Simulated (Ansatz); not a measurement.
Here is the system:

TiO₂:
```xyz
12
Lattice="6.0309 1.8491 0.0000 -6.0309 1.8491 0.0000 -1.8879 0.0000 6.1899" Properties=species:S:1:pos:R:3 pbc="T T T"
Ti     2.3255     1.8491     4.4266
Ti    -4.2134     1.8491     1.7633
Ti    -6.1502     1.8491     4.3839
Ti     4.2623     1.8491     1.8060
O     -6.0251     1.8491     2.2922
O      4.1372     1.8491     3.8977
O      0.3362     1.8491     4.3626
O     -2.2241     1.8491     1.8274
O     -4.4226     1.8491     0.0216
O      2.5347     1.8491     6.1683
O      2.1922     1.8491     2.1645
O     -4.0801     1.8491     4.0254
```

This is the LDA-relaxed structure. x, y and z are the axes in which the lattice vectors are written.

### Question
All from LDA in the plane-wave PAW code Ansatz, unless another level is named. Give the Born charges (a third of the trace).

### Answer
Ti +5.74 to +6.14, O -3.15 to -2.74 e.

### Question
What about the electronic dielectric constant ε∞ (DFPT)?

### Answer
5.91 (xx), 6.12 (yy), 6.23 (zz).

### Question
Next, the static dielectric constant ε0 (ions relaxed, cell fixed)?

### Answer
25.8 (xx), 31.4 (yy), 31.0 (zz).

Space group C2/m. The workflow started from a Materials Project entry (that database holds measured and hypothetical structures alike); the Crystallography Open Database copy checked does not list it. It is not the phase usual at ambient conditions (space group No. 61, 136, 141). The LDA relaxation kept the symmetry of its start; whether a distortion lowers the energy is not shown. The run is not spin-polarised.

Potentials: the later of the program's two PAW sets.
